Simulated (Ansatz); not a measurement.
This cell of GaAs (zinc blende) is off equilibrium:

```yaml
crystal:
  lattice:
    - [0.00000, 2.92422, 2.92422]
    - [2.92422, 0.00000, 2.92422]
    - [2.92422, 2.92422, 0.00000]
  atoms:
    - { symbol: As, position: [0.75000, 0.75000, 0.75000] }
    - { symbol: Ga, position: [0.00000, 0.00000, 0.00000] }
```

Level of theory: r2SCAN (plane waves to 500 eV, PAW, scalar-relativistic; Ansatz, a program for electronic structure). k mesh 10×10×10 (Γ-centred), Fermi-Dirac smearing 0.05 eV. E stands for the smeared free energy. Stress and pressure are positive under compression. GaAs was relaxed with its symmetry unable to fall. The PAW data are Ansatz's earlier set.

Task: What is the stress tensor (GPa)?

Result: 
```
  -5.52     0.00     0.00
   0.00    -5.52     0.00
   0.00     0.00    -5.52
```
The pressure, a third of the trace, is -5.52 GPa.

Task: It is the relaxed cell scaled evenly to V/V₀ = 1.100, atoms relaxed where free. What is its energy relative to the relaxed cell?

Result: 42.9 meV/atom.

(A scan under strain: stresses follow from slopes of the energy per volume, elastic moduli from its curvatures.)
